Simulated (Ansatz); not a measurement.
Bulk crystal (SnO) after relaxation:

```cif
data_structure
_symmetry_space_group_name_H-M 'P4/nmm:1'
_symmetry_Int_Tables_number 129
_cell_length_a 3.8080
_cell_length_b 3.8080
_cell_length_c 4.9341
_cell_angle_alpha 90.000
_cell_angle_beta 90.000
_cell_angle_gamma 90.000
_cell_volume 71.55
loop_
_atom_site_label
_atom_site_type_symbol
_atom_site_symmetry_multiplicity
_atom_site_Wyckoff_symbol
_atom_site_fract_x
_atom_site_fract_y
_atom_site_fract_z
_atom_site_occupancy
Sn1 Sn 2 c 0.00000 0.50000 0.23247 1
O1 O 2 a 0.00000 0.00000 0.00000 1
```

Miller indices refer to the conventional cell of P4/nmm (No. 129), a = 3.808 Å, b = 3.808 Å, c = 4.934 Å, α = 90.00°, β = 90.00°, γ = 90.00°. The bulk's gap is 0.36 eV.

The (102) slab of 12 planes, 11.4 Å thick with 15 Å of vacuum as cut; outer planes SnO (top) and SnO (bottom).

Level of theory: DFT r2SCAN, scalar-relativistic, plane waves, PAW in Ansatz. Cutoff 500 eV; k points 9×4×1 on the computed 24-atom cell (Γ-centred); Gaussian smearing, width 0.05 eV; no spin polarisation. The cell repeats along c with a dipole correction in the vacuum.

Results for the relaxed slab:

* Surface energy (mean of both faces): 0.34 J/m²
* Gap of the slab on the mesh: 0.99 eV
* Bulk valence band top under the vacuum level: 4.46 eV
* Bulk conduction band bottom under the vacuum level: 4.10 eV

Relaxation lowers the energy by 0.072 J/m² a face; the largest move is 0.153 Å.

| plane (bottom to top) | atoms | spacing to next, bulk (Å) | relaxed (Å) | change (%) | rumpling (Å) |
| --- | --- | --- | --- | --- | --- |
| 1 | SnO | 0.963 | 0.956 | -0.7 | 0.017 |
| 2 | SnO | 1.108 | 1.102 | -0.6 | 0.136 |
| 3 | SnO | 0.963 | 0.968 | +0.6 | 0.012 |
| 4 | SnO | 1.108 | 1.063 | -4.1 | 0.034 |
| 5 | SnO | 0.963 | 0.970 | +0.8 | 0.060 |
| 6 | SnO | 1.108 | 1.069 | -3.5 | 0.070 |
| 7 | SnO | 0.963 | 0.970 | +0.8 | 0.070 |
| 8 | SnO | 1.108 | 1.063 | -4.1 | 0.060 |
| 9 | SnO | 0.963 | 0.968 | +0.6 | 0.034 |
| 10 | SnO | 1.108 | 1.102 | -0.6 | 0.012 |
| 11 | SnO | 0.963 | 0.956 | -0.7 | 0.136 |
| 12 | SnO |  |  |  | 0.017 |

An odd mesh misses points on the zone edge, so a gap read on it can be too wide. Gaps are read on the k points sampled, so a band crossing between them can be missed.